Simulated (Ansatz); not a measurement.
Starting cell, SiC (wurtzite):

```yaml
crystal:
  lattice:
    - [6.18391, 0.00000, 0.00000]
    - [-1.54598, 2.67771, 0.00000]
    - [0.00000, 0.00000, 5.07427]
  atoms:
    - { symbol: Si, position: [0.33333, 0.33333, 0.00052] }
    - { symbol: Si, position: [0.83333, 0.33333, 0.00052] }
    - { symbol: Si, position: [0.16667, 0.66667, 0.50052] }
    - { symbol: Si, position: [0.66667, 0.66667, 0.50052] }
    - { symbol: C, position: [0.33333, 0.33333, 0.62468] }
    - { symbol: C, position: [0.83333, 0.33333, 0.62468] }
    - { symbol: C, position: [0.16667, 0.66667, 0.12468] }
    - { symbol: C, position: [0.66667, 0.66667, 0.12468] }
```

A phonon eigenvector at M = (0.5, 0.0, 0.0) is frozen into this cell: atom i moves by Q times the vector below, so Q is the largest atomic displacement, in Å. The cell is held. (q is in reciprocal vectors of the primitive cell; the cell shown is doubled to hold the pattern.)

```tsv
atom	x	y	z
Si1	0.027	0.016	-0.158
Si2	-0.027	-0.016	0.158
Si3	0.027	0.016	0.158
Si4	-0.027	-0.016	-0.158
C5	-0.818	-0.472	0.329
C6	0.818	0.472	-0.329
C7	-0.818	-0.472	-0.329
C8	0.818	0.472	0.329
```

All values below come from PBE (plane waves to 420 eV, PAW, scalar-relativistic; Ansatz, an electronic-structure program). k mesh 6×12×7 (Γ-centred), Fermi-Dirac smearing 0.05 eV. Energies are smeared free energies. SiC was relaxed with its symmetry unable to fall. ΔE is measured from the undisplaced structure.

| Q (Å) | ΔE (meV/cell) |
|---|---|
| -0.1000 | 655 |
| -0.0833 | 454 |
| -0.0667 | 290 |
| -0.0500 | 163 |
| -0.0333 | withheld |
| -0.0167 | 18 |
| 0.0000 | 0 |
| 0.0167 | 18 |
| 0.0333 | withheld |
| 0.0500 | 163 |
| 0.0667 | 290 |
| 0.0833 | 454 |
| 0.1000 | 655 |

**Question.** Fit an even polynomial form (powers 2, 4) to the given rows and predict ΔE at Q = 0.0333.

**Answer.** Least squares on the 11 given rows: ΔE = (65060)·Q² + (44690)·Q⁴, in meV/cell with Q in Å; root-mean-square residual 0.2 meV/cell. At 0.0333 the fit gives 72 meV/cell; the calculation gives 72 meV/cell, the same to the digits shown. The quadratic term alone would give 72 meV/cell.

(For displaced atoms, the force is minus the slope of the energy, and its curvature is a force constant, which sets phonon frequencies.)
